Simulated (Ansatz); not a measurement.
A geometry of Ga2O3 away from equilibrium: the start of the relaxation of a generated trial cell of Ga2O3 in the beta-Ga2O3 structure type. Calculation: r2SCAN (plane waves to 500 eV, PAW, scalar-relativistic; Ansatz, a quantum-chemistry and plane-wave program). Γ-centred k-mesh 8×8×4 on the run's cell (coarser than for final values), Fermi–Dirac smearing 0.05 eV.

```xyz
10
Lattice="6.1070 -1.5185 0.0000 6.1070 1.5185 0.0000 -1.3860 0.0000 5.6299" Properties=species:S:1:pos:R:3 pbc="T T T"
Ga     0.0041     0.0000     4.4735
Ga    10.8240     0.0000     1.1564
Ga     7.6102     0.0000     1.7678
Ga     3.2179     0.0000     3.8621
O      1.8570     0.0000     0.6182
O      8.9710     0.0000     5.0117
O      1.3361     0.0000     3.1708
O      9.4919     0.0000     2.4591
O      5.7013     0.0000     1.4446
O      5.1268     0.0000     4.1853
```

Question: Which atoms carry the largest force, and which way does it point?

Answer: 0.11 eV/Å, on Ga1, Ga2, O5, O6 (atoms numbered as listed); on O5 its components are (0.00, 0.00, -0.11).

Question: What is the pressure?

Answer: +1.3 GPa, compression positive.

Question: How much energy per atom can still be gained by relaxing?

Answer: under 0.01 eV/atom; the path ends in C2/m (No. 12).

No spin polarisation in the result.

The run could not lose the symmetry of its start; a randomly shaken copy of 10 atoms returns to this structure.

The first start was generated by placing the elements on the sites of a structure type. A measured structure of Ga2O3 has the same space group, C2/m (No. 12); the sites were not compared with it.
